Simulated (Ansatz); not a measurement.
C:
```cif
data_C2
_chemical_formula_sum 'C2'
_space_group_name_H-M_alt 'P 1'
_space_group_IT_number 1
_cell_length_a 2.51750
_cell_length_b 2.51750
_cell_length_c 2.51750
_cell_angle_alpha 60.000
_cell_angle_beta 60.000
_cell_angle_gamma 60.000
loop_
_space_group_symop_operation_xyz
  'x, y, z'
loop_
_atom_site_label
_atom_site_type_symbol
_atom_site_fract_x
_atom_site_fract_y
_atom_site_fract_z
_atom_site_occupancy
C1 C 0.50000 0.50000 0.50000 1
C2 C 0.75000 0.75000 0.75000 1
```

Relaxed with r²SCAN.

Which orbitals make up the states near the band edges in r²SCAN in the plane-wave PAW code Ansatz?

Top 1 eV of the valence band: C 2p 98 %. Bottom 1 eV of the conduction band: C 2p 53 %, C 2s 38 %, outside the projected shells 9 %. Projections are on Löwdin-orthogonalised atomic valence shells; empty p or d shells of many metals are not among them.

Tabulate the density of states.

States/eV per cell of 2 atoms, in 0.25 eV bins, energy from the valence-band maximum.

| E (eV) | total | C 2p | C 2s |
|---|---|---|---|
| -7.85 | 0.51 | 0.45 | 0.06 |
| -7.60 | 0.53 | 0.47 | 0.06 |
| -7.35 | 0.57 | 0.51 | 0.06 |
| -7.10 | 0.59 | 0.54 | 0.06 |
| -6.85 | 0.67 | 0.62 | 0.06 |
| -6.60 | 0.75 | 0.70 | 0.05 |
| -6.35 | 0.74 | 0.69 | 0.05 |
| -6.10 | 0.73 | 0.69 | 0.05 |
| -5.85 | 0.73 | 0.68 | 0.04 |
| -5.60 | 0.71 | 0.66 | 0.04 |
| -5.35 | 0.69 | 0.65 | 0.04 |
| -5.10 | 0.69 | 0.65 | 0.03 |
| -4.85 | 0.68 | 0.64 | 0.03 |
| -4.60 | 0.66 | 0.63 | 0.03 |
| -4.35 | 0.65 | 0.62 | 0.03 |
| -4.10 | 0.64 | 0.61 | 0.02 |
| -3.85 | 0.63 | 0.61 | 0.02 |
| -3.60 | 0.62 | 0.60 | 0.02 |
| -3.35 | 0.60 | 0.58 | 0.02 |
| -3.10 | 0.59 | 0.57 | 0.01 |
| -2.85 | 0.46 | 0.44 | 0.01 |
| -2.60 | 0.38 | 0.37 | 0.01 |
| -2.35 | 0.32 | 0.32 | 0.01 |
| -2.10 | 0.28 | 0.27 | 0.01 |
| -1.85 | 0.24 | 0.24 | 0.01 |
| -1.60 | 0.21 | 0.20 | 0.00 |
| -1.35 | 0.18 | 0.17 | 0.00 |
| -1.10 | 0.15 | 0.15 | 0.00 |
| -0.85 | 0.12 | 0.12 | 0.00 |
| -0.60 | 0.10 | 0.09 | 0.00 |
| -0.35 | 0.06 | 0.06 | 0.00 |
| -0.10 | 0.02 | 0.02 | 0.00 |
| 0.15 | 0.00 | 0.00 | 0.00 |
| 0.40 | 0.00 | 0.00 | 0.00 |
| 0.65 | 0.00 | 0.00 | 0.00 |
| 0.90 | 0.00 | 0.00 | 0.00 |
| 1.15 | 0.00 | 0.00 | 0.00 |
| 1.40 | 0.00 | 0.00 | 0.00 |
| 1.65 | 0.00 | 0.00 | 0.00 |
| 1.90 | 0.00 | 0.00 | 0.00 |
| 2.15 | 0.00 | 0.00 | 0.00 |
| 2.40 | 0.00 | 0.00 | 0.00 |
| 2.65 | 0.00 | 0.00 | 0.00 |
| 2.90 | 0.00 | 0.00 | 0.00 |
| 3.15 | 0.00 | 0.00 | 0.00 |
| 3.40 | 0.00 | 0.00 | 0.00 |
| 3.65 | 0.00 | 0.00 | 0.00 |
| 3.90 | 0.00 | 0.00 | 0.00 |
| 4.15 | 0.00 | 0.00 | 0.00 |
| 4.40 | 0.01 | 0.01 | 0.00 |
| 4.65 | 0.08 | 0.04 | 0.03 |
| 4.90 | 0.14 | 0.07 | 0.05 |
| 5.15 | 0.20 | 0.10 | 0.07 |
| 5.40 | 0.26 | 0.14 | 0.09 |
| 5.65 | 0.31 | 0.18 | 0.10 |
| 5.90 | 0.38 | 0.23 | 0.11 |
| 6.15 | 0.42 | 0.27 | 0.11 |
| 6.40 | 0.46 | 0.30 | 0.12 |
| 6.65 | 0.49 | 0.32 | 0.12 |
| 6.90 | 0.52 | 0.34 | 0.12 |
| 7.15 | 0.56 | 0.37 | 0.12 |
| 7.40 | 0.59 | 0.40 | 0.12 |
| 7.65 | 0.64 | 0.44 | 0.12 |
| 7.90 | 0.69 | 0.48 | 0.12 |
| 8.15 | 0.77 | 0.54 | 0.13 |
| 8.40 | 0.91 | 0.65 | 0.13 |
| 8.65 | 1.12 | 0.82 | 0.15 |
| 8.90 | 0.87 | 0.62 | 0.13 |
| 9.15 | 0.91 | 0.62 | 0.18 |

Space group Fd-3m (diamond). Symmetry was held in the r²SCAN relaxation.

Potentials: the earlier of the program's two PAW sets.
